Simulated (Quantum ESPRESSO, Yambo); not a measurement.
CsOH (space group Cmc2_1, No. 36). The geometry is that of Materials Project entry mp-625136, symmetrised and not relaxed again. Chain: PBEsol (pw.x of Quantum ESPRESSO, ONCV potentials, without SOC); G0W0 in Yambo (4×4×2 Γ-centred k mesh, 156 bands and a 7 Ry block in the screening, 156 bands in G with the Bruneval-Gonze terminator, plasmon pole fitted at 27.2 eV); BSE (6×6×4 mesh, 6 valence and 10 conduction bands, static screening with 57 bands and a 3 Ry block, scissor 1.98 eV, Tamm-Dancoff).

The PBEsol gap (dense path) comes out as 3.72 eV and the PBEsol gap Γ → Γ on the GW mesh is 3.72 eV. The PBEsol smallest direct gap on the GW mesh, at Γ is 3.72 eV, the G0W0 direct gap at that point is 5.70 eV and the G0W0 correction to the gap Γ → Γ comes out as 1.98 eV. The lowest exciton is no binding energy given (see below) and the RPA electronic dielectric constant along x comes out as 2.87 (4×4×4 mesh, PBEsol bands).

Rough cost of the Yambo steps against G0W0 for 12 states: BSE within a factor of two, one RPA spectrum about 1/30.

Convergence of the G0W0 settings was not tested. The BSE states are vertical excitations (zero momentum). Convergence of the RPA response with its 4×4×4 mesh was not tested. The lowest state covers only about 3 of the 144 k points, so the mesh doesn't resolve it: its energy and its distance from the direct gap are mesh artefacts. An extended exciton needs a far denser mesh. Axes are Cartesian, with cell vectors (Å) (2.16, -5.69, 0.00), (2.16, 5.69, 0.00), (0.00, 0.00, 4.50).

The structure is a Materials Project entry; no match was found in the copy of COD used, and its stability was not checked.
